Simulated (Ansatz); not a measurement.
Consider the following.

BaTiO3:
```
CELL_PARAMETERS angstrom
      4.01947     0.00000     0.00000
      0.00000     4.01947     0.00000
      0.00000     0.00000     4.01947
ATOMIC_POSITIONS crystal
  Ba 0.50000 0.50000 0.50000
  Ti 0.00000 0.00000 0.00000
  O  0.50000 0.00000 0.00000
  O  0.00000 0.50000 0.00000
  O  0.00000 0.00000 0.50000
```

This is the PBE-relaxed structure.

Question: All from the program Ansatz at the PBE level (PAW), unless another level is named. Predict the electron effective mass, band 1 of 3 at the edge.

Answer: 7.9 along [100], 0.94 along [110], 0.73 along [111] (mₑ).

Question: What about the band gap?

Answer: 1.79 eV (indirect).

Question: Give the gap with spin–orbit coupling.

Answer: 1.77 eV.

Question: Give the valence-band maximum.

Answer: at R.

Space group Pm-3m (cubic perovskite). This is a known high-temperature phase of the composition, computed here at zero pressure and temperature. The cell was relaxed with PBE under the symmetry of its start; whether a distortion lowers the energy is not shown. The run is not spin-polarised. Scalar-relativistic: spin–orbit coupling is off unless named, which matters more the heavier the elements.

Potentials: the earlier of the program's two PAW sets.
